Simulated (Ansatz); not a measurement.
Sn (beta-Sn type, space group I4_1/amd)

```
Sn
1.0
   -2.97355     2.97355     1.60610
    2.97355    -2.97355     1.60610
    2.97355     2.97355    -1.60610
Sn
2
Direct
  0.75000   0.25000   0.50000
  0.00000   0.00000   0.00000
```

The slice is a (-1 1 0) plane (indices of the conventional cell) through the point (0.750, 0.250, 0.500) (fractional), spanned by u = [110] and v = [112] in vectors of this cell: u (3.21 Å) and v (8.41 Å, at 90° to u). It covers one period; positions are fractions (u, v).

Level of theory: PBE (plane waves to 420 eV, PAW, scalar-relativistic; Ansatz, a program for electronic structure). k mesh 16×16×16. Near the nuclei the fields are pseudised (PAW); where an atom keeps semicore shells as valence, they peak there. Sn was relaxed with its symmetry unable to fall. The PAW data are Ansatz's earlier set.

Task: Sketch the electrostatic potential energy of an electron, from the cell's mean on this plane as a map.

Result: 
```
v \ u  0.00  0.12   0.25  0.38  0.50  0.62   0.75  0.88
-----  ----  ----  -----  ----  ----  ----  -----  ----
0.90      x     x  <-2.0   3.7   5.4   3.7  <-2.0     x
0.80    5.6   5.8    6.3   6.8   6.9   6.8    6.3   5.8
0.70    6.9   6.8    6.3   5.8   5.6   5.8    6.3   6.8
0.60    5.4   3.7  <-2.0     x     x     x  <-2.0   3.7
0.50    3.4  -1.2      x     x     x     x      x  -1.2
0.40    5.4   3.7  <-2.0     x     x     x  <-2.0   3.7
0.30    6.9   6.8    6.3   5.8   5.6   5.8    6.3   6.8
0.20    5.6   5.8    6.3   6.8   6.9   6.8    6.3   5.8
0.10      x     x  <-2.0   3.7   5.4   3.7  <-2.0     x
0.00      x     x      x  -1.2   3.4  -1.2      x     x
```

Values: electrostatic potential energy of an electron, from the cell's mean, in eV. Points within 1 Å of a nucleus are blanked (x), as the pseudised field means little there. Values under -2 eV are set to -2. The zero, the cell's mean, hangs on the PAW cores.
